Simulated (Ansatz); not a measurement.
Ru (hcp (Mg type), P6_3/mmc) at seven volumes, PBE+D3(BJ) (plane waves, PAW; program Ansatz), shape and atoms relaxed at each. One row is withheld.

```
V (Å³/atom)  P (GPa)
-----------  -------
12.237         39.43
12.640         23.95
13.044             ?
13.447         -0.01
13.850         -9.18
14.254        -16.87
14.657        -23.29
```

Q: Fit the shown pressures and predict the withheld one.

A: P = (3/2)B₀(x^(7/2) − x^(5/2))[1 + (3/4)(B′ − 4)(x − 1)] with x = (V₀/V)^(2/3). Least squares on the six rows gives V₀ = 13.447 Å³/atom, B₀ = 333 GPa, B′ = 4.84. At V = 13.044, x = 1.0205 and P = 10.91 GPa. The run itself gave 10.93 GPa.

The PBE+D3(BJ) relaxation kept the symmetry of its start. No spin polarisation was allowed. The pairwise dispersion correction was not fitted to metals.

Potentials: the later of the program's two PAW sets.
